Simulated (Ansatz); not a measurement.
What one resistivity implies

Screening note. Surface loss at microwave frequencies, Drude damping in the near infrared and electronic heat conduction all follow from the resistivity and the plasma energy of a metal.

The yardstick is bcc W. Frequency 30 GHz, photon energy 0.8 eV, T = 300 K, Lorenz number 2.44×10⁻⁸ WΩ/K². All rows are cubic metals, run without spin polarisation.

### Data

Methods, by column (Ansatz, a plane-wave PAW program): resistivity, plasma energy, N(E_F): PBEsol, Boltzmann equation with harmonic phonons, 300 K, mean over directions.

Model: R_s = √(πfμ₀ρ) = 6.283 mΩ × √(f ρ); ħγ = ħε₀ω_p²ρ = 0.1345 meV × (ħω_p)² ρ; quality = ω/γ; κ_e = L₀T/ρ = 732/ρ.

| crystal | ρ (μΩ·cm) | ħω_p (eV) | N(E_F) (states/eV/atom) | surface resistance (mΩ) | damping ħγ (meV) | Drude quality | electronic κ (W/(m·K)) |
|---|---|---|---|---|---|---|---|
| TaTc (CsCl type) | 3.7 | 5.6 | 0.24 | 66 | 15.6 | 51 | 200 |
| TiTc (CsCl type) | 7.1 | 7.9 | 0.78 | 92 | 59.6 | 13 | 100 |
| HfTc (CsCl type) | 6.2 | 7.6 | 0.75 | 86 | 48.2 | 17 | 120 |
| bcc W, reference | 5.1 | 7.9 | 0.44 | 78 | 42.8 | 19 | 140 |

Not checked to be the ambient phase: TaTc (CsCl type); TiTc (CsCl type); HfTc (CsCl type). Spin–orbit coupling is left out unless named.

### Worked example

For HfTc (CsCl type), step by step:

1. R_s = 6.283 × √(30 × 6.2) = 86 mΩ
2. ħγ = 0.1345 × 7.6² × 6.2 = 48.2 meV
3. Drude quality: 800/48.2 = 17
4. κ_e = 732/6.2 = 120 W/(m·K)

The steps for bcc W:

- R_s = 6.283 × √(30 × 5.1) = 78 mΩ
- ħγ = 0.1345 × 7.9² × 5.1 = 42.8 meV
- Drude quality: 800/42.8 = 19
- κ_e = 732/5.1 = 140 W/(m·K)

### Result

Ranking by Drude quality, highest first: TaTc (CsCl type) (51 ± 9.6), bcc W (19 ± 3.5) ≈ HfTc (CsCl type) (17 ± 3.1), TiTc (CsCl type) (13 ± 2.5). The ± follows from allowances picked for this note (resistivity 12 %, plasma energy 4 %, 12 % for the model), carried to first order and added in quadrature; ≈ joins neighbours closer than their two ± added in quadrature. At the edge of that rule, so that a last digit could turn the call: HfTc (CsCl type) and TiTc (CsCl type). On this figure 1 of 3 candidates do clearly better than the reference.

### Caveats

Only phonon scattering is included, so films lose more. Interband absorption, often the larger optical loss, is outside the Drude quality. Resistivities move by up to 12 % from half the mesh. The rows are a sample of cubic metals; oxides, V to Ni (no spin in these runs) and Tl, Pb, Bi were not drawn. Limits of the draw: cubic metals without O, V to Ni, Tl, Pb or Bi. As a rule kept out of such tables: 4f compounds, open-shell compounds run without a Hubbard term, cells found unstable in the tests at hand, cells close to a higher symmetry, and runs set to a pressure or over 12 % in volume from the crystal's fullest run.
